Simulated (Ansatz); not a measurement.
Structure: an ordered 8-atom cell of Ga4Sb3As on the zincblende lattice (P-43m), at its r2SCAN minimum. It is cubic, P-43m (No. 215); conventional cell a = 6.019 Å, 27.26 Å³ an atom. As has 4 Ga at 2.51 Å; Ga has 1 As at 2.51 Å and 3 Sb at 2.64 Å; Sb has 4 Ga at 2.64 Å.

```
CELL_PARAMETERS angstrom
6.01917 0.00000 0.00000
0.00000 6.01917 0.00000
0.00000 0.00000 6.01917
ATOMIC_POSITIONS crystal
As 0.00000 0.00000 0.00000
Ga 0.75878 0.75878 0.75878
Sb 0.50000 0.50000 0.00000
Ga 0.24122 0.24122 0.75878
Sb 0.50000 0.00000 0.50000
Ga 0.24122 0.75878 0.24122
Sb 0.00000 0.50000 0.50000
Ga 0.75878 0.24122 0.24122
```

3 runs of Ansatz on this cell differ in the functional (and in the settings that go with it). Levels are in eV from each run's valence top; v1 is the last filled band, c1 the first empty one.

Run A, mean stress +2.2 GPa (compression positive):

| point | v2 | v1 | c1 | c2 |
| --- | --- | --- | --- | --- |
| Γ | 0.00 | 0.00 | 0.00 | 1.04 |
| X | -1.47 | -1.47 | 1.28 | 1.48 |
| M | -1.12 | -0.91 | 1.75 | 1.95 |
| R | -0.84 | -0.84 | -0.13 | 0.68 |

Run B, mean stress 0.0 GPa (compression positive):

| point | v2 | v1 | c1 | c2 |
| --- | --- | --- | --- | --- |
| Γ | 0.00 | 0.00 | 0.30 | 1.27 |
| X | -1.53 | -1.53 | 1.49 | 1.70 |
| M | -1.17 | -0.95 | 2.02 | 2.24 |
| R | -0.88 | -0.88 | 0.13 | 1.00 |

Run C, mean stress +0.2 GPa (compression positive):

| point | v2 | v1 | c1 | c2 |
| --- | --- | --- | --- | --- |
| Γ | 0.00 | 0.00 | 0.64 | 1.58 |
| X | -1.58 | -1.58 | 1.85 | 2.02 |
| M | -1.21 | -0.98 | 2.41 | 2.66 |
| R | -0.91 | -0.91 | 0.45 | 1.33 |

Task: Match the runs to PBE, r2SCAN, HSE06.

Result: A is PBE, B is r2SCAN, C is HSE06. In order of the gap: PBE none (overlap 0.13), r2SCAN 0.13, HSE06 0.45 eV.

Spin-unpolarised throughout. Whether this structure exists isn't addressed.

No spin-orbit coupling is included; it can move band edges with weight on the heavy atoms by tenths of an eV.

The program warns that its thresholds are loose for a hybrid's stress.

Where bands overlap, v1 and c1 are numbered by the electron count and aren't everywhere filled or empty.

Overlapping bands make a metal at that level, for which these meshes are coarse; small forces, stresses and energy differences are uncertain. A small overlap in a semilocal functional can be an artefact that a hybrid or GW lifts.

The meshes of the hybrids are coarse, so their gaps aren't converged to the digits shown.
